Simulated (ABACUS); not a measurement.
Consider a self-consistent single point of GaSb (F-43m, 2 atoms in the cell; from Materials Project mp-1156).

```
GaSb
1.0
    0.00000     3.06860     3.06860
    3.06860     0.00000     3.06860
    3.06860     3.06860     0.00000
Ga Sb
1 1
Cartesian
  0.00000   0.00000   0.00000
  4.60291   4.60291   4.60291
```

Level of theory: LDA (PW92), numerical atomic orbitals DZP (confined pseudo-atomic orbitals with Gaussian additions; energy shift 0.01 Ry), PseudoDojo 0.4 standard norm-conserving LDA (tails mended) pseudopotentials in ABACUS 3.10.1.

ABACUS settings:

- basis: DZP numerical atomic orbitals, energy shift 0.01 Ry
- KPT: Gamma 8 8 8 0 0 0
- basis_type: lcao
- dft_functional: PWLDA
- ecutwfc: 100 Ry
- smearing_method: fd
- smearing_sigma: 0.00367493 Ry
- potentials: PseudoDojo 0.4 standard norm-conserving LDA (tails mended)
- symmetry: 1
- ks_solver: genelpa
- scf_nmax: 100
- scf_thr: 1.0e-07
- mixing_type: pulay

Results:

- Number of valence electrons = 28
- Number of bands = 24
- Number of k-points after the program's reduction = 29
- Size of the basis = 50
- Number of SCF iterations = 8
- Free energy E − TS = -4546.1572 eV
- Fermi level (on the code's own zero) = 7.94 eV
- Pressure = -2.25 GPa

Stress (GPa, positive for compression):
```
-2.25   0.00   0.00
 0.00  -2.25   0.00
 0.00   0.00  -2.25
```

The atom-centred basis is finite, which shifts total energies and pressures against plane waves. The structure comes from a collection of computed structures, made at another level of theory; the collection holds predicted forms beside known ones.

The atomic orbitals were generated for these runs; they are not ABACUS's published sets and were checked against plane waves on a few crystals only.

“Tails mended”: in these copies of the files the far tail of each local potential was reset to the Coulomb form.
